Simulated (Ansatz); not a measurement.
The start is a relaxed Ir cell, doubled along one cell vector, shaken by Gaussian noise of σ = 0.08 Å a coordinate. A full variable-cell relaxation at zero pressure is run with PBEsol (plane waves to 420 eV, PAW, scalar-relativistic; Ansatz, a program for electronic structure). First-step values are on the input's coarse k-mesh.

Ansatz input (later rounds restart from its end on a renewed k-mesh):
Ansatz 0.2 input:
```yaml
crystal:
  lattice:
    - [0, 3.830482993, 3.830482993]
    - [1.9152414965, 0, 1.9152414965]
    - [1.9152414965, 1.9152414965, 0]
  atoms:
    - { symbol: Ir, position: [0.00785479, -0.0219398857, 0.0357601265] }
    - { symbol: Ir, position: [0.4743524758, 0.0612297974, -0.0359750912] }
basis: { ecutwfc: 420, ecutrho_ratio: 4, xc_grid: 2, fft_grid_basis: typed }
kpoints: { mp_grid: { grid: [7, 14, 14] } }
hamiltonian:
  xc: pbesol
  dispersion: none
  pseudopotentials: { kind: paw }
scf: { occupations: { method: fermi_dirac, width: 0.05 } }
relax: { f_tol: 0.01, max_steps: 100, cell: { stress_tol: 0.02 } }
output: { forces: true, stress: true }
```

### Question
How large is the pressure on the unrelaxed cell, and of which sign?

### Answer
+6.9 GPa (positive: the cell is compressed).

### Question
What is the largest force in the starting geometry, and on which atom (counted from 1)?

### Answer
2.50 eV/Å, on Ir1, Ir2 (atoms numbered as listed).

### Question
By how much does the energy per atom fall from start to end?

### Answer
0.13 to 0.14 eV/atom (the two k-meshes of the run give this range).

### Question
Is the parent structure recovered?

### Answer
It returns to the parent structure, Fm-3m (No. 225).

### Question
How do the shortest distances between atoms change?

### Answer
The closest pairs of elements (up to four, under 3.6 Å), start → end: Ir–Ir 2.51 → 2.71 Å.

### Question
What band gap does the relaxed structure have at this level?

### Answer
Zero (metallic).

Relaxed structure:

Space group Fm-3m (No. 225); a = b = c = 3.8305 Å, α = β = γ = 90.00°

```tsv
atom	site	symmetry	x	y	z
Ir	4b	m-3m	0.5000	0.5000	0.5000
```
(The calculation used a cell of 1 atom; values per cell refer to that cell.)

Final values are on a 21×21×21 k-mesh of the relaxed cell. No spin polarisation in the result.

The run could not lose the symmetry of its start.
